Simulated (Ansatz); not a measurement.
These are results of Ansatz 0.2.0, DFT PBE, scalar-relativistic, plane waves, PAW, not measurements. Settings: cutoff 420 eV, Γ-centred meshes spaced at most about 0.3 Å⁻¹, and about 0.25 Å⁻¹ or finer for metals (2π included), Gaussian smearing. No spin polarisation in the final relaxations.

All energies are static (0 K, no zero-point motion).

Compare these two cells of GaAs4, each relaxed at this level.

A.

```cif
data_structure
_symmetry_space_group_name_H-M 'P4/mmm'
_symmetry_Int_Tables_number 123
_cell_length_a 3.8867
_cell_length_b 3.8867
_cell_length_c 7.8513
_cell_angle_alpha 90.000
_cell_angle_beta 90.000
_cell_angle_gamma 90.000
_cell_volume 118.60
loop_
_atom_site_label
_atom_site_type_symbol
_atom_site_symmetry_multiplicity
_atom_site_Wyckoff_symbol
_atom_site_fract_x
_atom_site_fract_y
_atom_site_fract_z
_atom_site_occupancy
Ga1 Ga 1 b 0.00000 0.00000 0.50000 1
As1 As 2 h 0.50000 0.50000 0.16187 1
As2 As 2 g 0.00000 0.00000 0.82787 1
```

B.

```cif
data_structure
_symmetry_space_group_name_H-M 'I4/mmm'
_symmetry_Int_Tables_number 139
_cell_length_a 5.1088
_cell_length_b 5.1088
_cell_length_c 8.6270
_cell_angle_alpha 90.000
_cell_angle_beta 90.000
_cell_angle_gamma 90.000
_cell_volume 225.17
loop_
_atom_site_label
_atom_site_type_symbol
_atom_site_symmetry_multiplicity
_atom_site_Wyckoff_symbol
_atom_site_fract_x
_atom_site_fract_y
_atom_site_fract_z
_atom_site_occupancy
Ga1 Ga 2 a 0.00000 0.00000 0.00000 1
As1 As 4 d 0.00000 0.50000 0.25000 1
As2 As 4 e 0.00000 0.00000 0.34556 1
```

**Question.** Which is lower in energy, and by how much?

**Answer.** A is lower, by 17 meV/atom. A has space group P4/mmm (No. 123), 23.7 Å³/atom and no gap on its mesh; B has space group I4/mmm (No. 139), 22.5 Å³/atom and no gap. Counting As atoms around Ga (those within 1.25 times the shortest such distance or 1.15 times the sum of covalent radii, 1.27 where that leaves under three; a plus sign parts nearer from farther groups; the shortest distance is added where it exceeds 1.18 times the sum of covalent radii), A has Ga 2 and B has Ga 2+8 from 3.0 Å. A holds As–As pairs (shortest 2.54 Å); in B the shortest As–As distance is 2.66 Å, near bonding range too. The lower one is the more open, so pressure narrows the difference. Even the lower one lies +0.22 eV/atom against the reference forms of the elements (uncorrected), so neither is stable at this level. In A, around Ga lie 2 As at 2.57 Å; around As on its first site lie 1 As at 2.54 Å and 4 As at 2.75 Å; As on its second site has 1 Ga at 2.57 Å and 5 As at 2.70–2.75 Å. In B, Ga is surrounded by 2 As at 2.98 Å and 8 As at 3.34 Å; As on a site of symmetry -4m2 has 4 As at 2.68 Å and 4 Ga at 3.34 Å; around As on a site of symmetry 4mm lie 5 As at 2.66–2.68 Å and 1 Ga at 2.98 Å. Both come from invented guesses.

In P4/mmm, I4/mmm an odd number of electrons in the primitive cell allows no gap without spin; a larger cell or a magnetic state could open one. A magnetic state wasn't ruled out in cells without spin, among them P4/mmm, I4/mmm. Cells relaxed within their symmetry can be saddle points.
